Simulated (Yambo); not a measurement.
SiC (2H, space group P6_3mc, No. 186), G0W0@PBEsol in Yambo with this input:

```
rim_cut
gw0
dyson
el_el_corr
HF_and_locXC
ppa
em1d
RandQpts= 1000000
RandGvec= 1 Ry
EXXRLvcs= 82 Ry
VXCRLvcs= 328 Ry
Chimod= "HARTREE"
% BndsRnXp
 1 | 76 |
%
NGsBlkXp= 8 Ry
% LongDrXp
 1.0 | 1.0 | 1.0 |
%
PPAPntXp= 27.2114 eV
% GbndRnge
 1 | 76 |
%
GTermKind= "BG"
DysSolver= "n"
ExtendOut
```

On a 6×6×4 mesh, with wavefunctions cut at 82 Ry, the gap (Γ → K) is 2.960 eV and the valence edge shifts by -0.487 eV.

Problem. What happens with this change: no terminator?

Solution. The gap falls by 0.099 eV, to 2.861 eV; the shift of the valence edge becomes -0.296 eV. Neither run is shown to be the converged limit.

Geometry relaxed with PBEsol; primitive cell a = b = 3.076 Å, c = 5.048 Å, α = β = 90.00°, γ = 120.00°.

A shift is the quasiparticle energy of the state minus its PBEsol energy.
